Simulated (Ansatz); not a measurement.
Starting cell, SnO (litharge type, space group P4/nmm):

```yaml
crystal:
  lattice:
    - [3.79274, 0.00000, 0.00000]
    - [0.00000, 3.79274, 0.00000]
    - [0.00000, 0.00000, 4.76440]
  atoms:
    - { symbol: Sn, position: [0.50000, 0.00000, 0.24062] }
    - { symbol: Sn, position: [0.00000, 0.50000, 0.75938] }
    - { symbol: O, position: [0.00000, 0.00000, 0.00000] }
    - { symbol: O, position: [0.50000, 0.50000, 0.00000] }
```

Scan: atom 4 (O, nearest neighbour Sn at 2.216 Å; its periodic images, 3.8 Å or more away, move with it) is displaced along Cartesian x, direction (1.000, 0.000, 0.000) in Cartesian axes, by s. The other atoms stay.

The numbers are results of r2SCAN+rVV10 (plane waves to 500 eV, PAW, scalar-relativistic; Ansatz, a first-principles code), not measurements. k mesh 7×7×6 (Γ-centred), Fermi-Dirac smearing 0.05 eV. The energy includes the smearing's −TS. Compression counts positive. With partly filled bands, energies and forces of such displacements shift with the k mesh and the smearing. At this level the bands of SnO touch or barely overlap; measurements give the solid a gap. SnO was relaxed with its symmetry unable to fall. The PAW data are Ansatz's earlier set. The zero of ΔE is the undisplaced structure.

Task: Predict the ΔE (meV/cell) and P (GPa) at s (Å) = -0.660, -0.396, -0.264, -0.132, 0.132, 0.264, 0.396, 0.528.

Result: 
```csv
s (Å),ΔE (meV/cell),P (GPa)
-0.660,2965,19.5
-0.396,816,6.0
-0.264,328,2.6
-0.132,77,0.6
0.132,77,0.6
0.264,328,2.6
0.396,816,6.0
0.528,1646,11.5
```

(For displaced atoms, the force is minus the slope of the energy, and its curvature is a force constant, which sets phonon frequencies.)
